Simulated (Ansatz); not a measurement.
Input and command of a calculation in Ansatz (plane waves; scalar-relativistic PAW potentials unless the input names others):

```yaml
crystal:
  lattice:
    - [0.0, 3.0202583599, 3.0202583599]
    - [3.0202583599, 0.0, 3.0202583599]
    - [3.0202583599, 3.0202583599, 0.0]
  atoms:
    - { symbol: LIx, position: [0.25, 0.25, 0.25] }
    - { symbol: Li, position: [0.75, 0.75, 0.75] }
    - { symbol: Li, position: [0.5, 0.5, 0.5] }
    - { symbol: Rh, position: [0.0, 0.0, 0.0] }
basis:
  ecutwfc: 420
kpoints:
  mp_grid: { grid: [12, 12, 12] }
hamiltonian:
  xc: pbesol
scf:
  occupations: { method: gaussian, width: 0.1 }
  max_iter: 100
output:
  forces: true
  eigenvalues: true
  stress: true
```

```bash
ansatz run input.yaml --threads 1 --pin off --max-ram 1331MiB --backend cpu --events-out ev --progress --plain --runs-dir out
```

Task: Will this input run?

Result: The program refuses it, because of an unknown element (crystal.atoms[0].symbol: "Li" → "LIx"). With the sound run's settings it is accepted.

Abridged log:
```
Error: YAML parse error: error: line 7 column 17: `LIx` is not an element symbol (H … Og, case-exact)
 --> <input>:7:17
  |
5 |     - [3.0202583599, 3.0202583599, 0.0]
6 |   atoms:
7 |     - { symbol: LIx, position: [0.25, 0.25, 0.25] }
  |                 ^ `LIx` is not an element symbol (H … Og, case-exact)
8 |     - { symbol: Li, position: [0.75, 0.75, 0.75] }
9 |     - { symbol: Li, position: [0.5, 0.5, 0.5] }
  |
```